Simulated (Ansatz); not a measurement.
Structures of SrLi2SnS4: which is lowest?

Plane-wave DFT in Ansatz with scalar-relativistic PAW potentials, cutoff 420 eV, Γ-centred meshes chosen by cell and gap, Gaussian smearing with energies taken to zero width. Every cell was relaxed (cell and atoms) in a run of its own, within the symmetry of its start. Functional: PBE.

Relaxed structures (starts from databases or built by putting these elements on another compound's sites):
A. P4/mmm, 8 atoms in the computed cell, a = 4.769 Å, c = 7.656 Å; sites (symmetry × multiplicity) Li 4mm × 2, Sr 4/mmm × 1, Sn 4/mmm × 1, S 2mm. × 4; start: built
B. I-42m, 8 atoms in the computed cell, a = 6.700 Å, c = 8.110 Å; sites (symmetry × multiplicity) Li -4.. × 4, Sr -42m × 2, Sn -42m × 2, S ..m × 8; start: database

**Question.** Rank them by energy. Could pressure change the order?

**Answer.**
| structure | group | E − E(lowest) (meV/atom) | V (Å³/atom) | gap on mesh (eV) |
| --- | --- | --- | --- | --- |
| B | I-42m | 0.0 | 22.76 | 2.43 |
| A | P4/mmm | 394 | 21.77 | 0.00 |

B is lowest, 394 meV/atom under A. A is denser by 0.99 Å³/atom, so pressure favours it: ΔE/ΔV, with ΔE in eV and 1 eV/Å³ = 160.2 GPa, gives about 64 GPa for equal enthalpy if both cells were rigid; at such pressures compression changes ΔV much, so this is a scale only. Other structures may lie lower than all of these, and vibrations aren't counted.